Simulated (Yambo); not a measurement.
# BaCNSCl: lowest vertical excitons

```
CELL_PARAMETERS angstrom
      5.91309     0.00000     0.00000
      0.00000     4.68980     0.00000
     -1.34865     0.00000     8.80226
ATOMIC_POSITIONS crystal
  C  0.39394 0.25000 0.84562
  C  0.60606 0.75000 0.15438
  N  0.57901 0.25000 0.80905
  N  0.42099 0.75000 0.19095
  S  0.85986 0.75000 0.10390
  S  0.14014 0.25000 0.89610
  Cl 0.74783 0.25000 0.45163
  Cl 0.25217 0.75000 0.54837
  Ba 0.78990 0.75000 0.69859
  Ba 0.21010 0.25000 0.30141
```

The geometry is that of Materials Project entry mp-556856, symmetrised and not relaxed again.

BSE in Yambo on norm-conserving PBEsol (Quantum ESPRESSO, 84 Ry, without SOC) bands: 4×4×2 mesh, 15 valence and 18 conduction bands, static screening with 122 bands and a 3 Ry block, scissor 2.37 eV, Tamm-Dancoff; field along x.

```json
[
 {"state": "1", "energy (eV)": "4.65", "states within 2 meV": "1", "relative strength": "< 0.01", "class": "dark", "main transitions": "several band pairs"},
 {"state": "2", "energy (eV)": "4.69", "states within 2 meV": "1", "relative strength": "< 0.01", "class": "dark", "main transitions": "several band pairs"},
 {"state": "3", "energy (eV)": "4.90", "states within 2 meV": "1", "relative strength": "< 0.01", "class": "dark", "main transitions": "several band pairs"},
 {"state": "4", "energy (eV)": "4.92", "states within 2 meV": "1", "relative strength": "< 0.01", "class": "dark", "main transitions": "several band pairs"},
 {"state": "5", "energy (eV)": "4.96", "states within 2 meV": "1", "relative strength": "0.02", "class": "weak", "main transitions": "several band pairs"},
 {"state": "6", "energy (eV)": "4.99", "states within 2 meV": "1", "relative strength": "< 0.01", "class": "dark", "main transitions": "several band pairs"},
 {"state": "7", "energy (eV)": "5.81", "states within 2 meV": "1", "relative strength": "< 0.01", "class": "dark", "main transitions": "VB → CB (62 %)"},
 {"state": "8", "energy (eV)": "5.84", "states within 2 meV": "1", "relative strength": "< 0.01", "class": "dark", "main transitions": "several band pairs"},
 {"state": "9", "energy (eV)": "5.89", "states within 2 meV": "1", "relative strength": "< 0.01", "class": "dark", "main transitions": "several band pairs"},
 {"state": "10", "energy (eV)": "5.96", "states within 2 meV": "1", "relative strength": "0.03", "class": "weak", "main transitions": "several band pairs"}
]
```

These are vertical excitations (zero momentum). The direct quasiparticle gap on this mesh is 6.52 eV; counted from there, state 1 is bound by 1.87 eV. Convergence with the mesh was not shown.

Spin singlets only. Strengths are relative to the strongest of the lowest states of this run; strong means a line over 3 % of the spectrum's maximum, dark under 0.03 %. Absolute energies carry the error of the G0W0 scissor, whose convergence isn't established; the long-wavelength screening was taken along (1,1,1) although the crystal is anisotropic.
